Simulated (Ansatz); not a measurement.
Question: Name crystals whose computed values (LDA (plane waves, PAW; program Ansatz)) fall in these windows: highest Γ mode, no LO–TO term (cm⁻¹) 380 to 510; B₀ by P(V) fit (GPa) 82 to 110.

Answer: 

```
crystal                             highest Γ mode, no LO–TO term (cm⁻¹)  B₀ by P(V) fit (GPa)
----------------------------------  ------------------------------------  --------------------
LuSi2, P6/mmm (Lu on 1a, Si on 2d)                                   439                  99.3
SiGe, wurtzite                                                       409                  84.7
CaO, P6_3/mmc (Ca on 2d, O on 2c)                                    399                   102
ScSi2, P6/mmm (Sc on 1a, Si on 2d)                                   463                   102
AlP, wurtzite                                                        439                  89.8
```
Others may fit too.

Not the usual ambient phase: CaO, P6_3/mmc (Ca on 2d, O on 2c); AlP, wurtzite. Standing as an ambient phase not checked: LuSi2, P6/mmm (Lu on 1a, Si on 2d); SiGe, wurtzite; ScSi2, P6/mmm (Sc on 1a, Si on 2d). Unstable at this level: LuSi2, P6/mmm (Lu on 1a, Si on 2d); ScSi2, P6/mmm (Sc on 1a, Si on 2d). All cells were relaxed under the symmetry of their starts (and spin orders); stability against distortions was not tested throughout. Rows with no word on spin ran without spin polarisation. Scalar-relativistic: spin–orbit coupling is off unless named, which matters more the heavier the elements.

Potentials: the later of the program's two PAW sets.
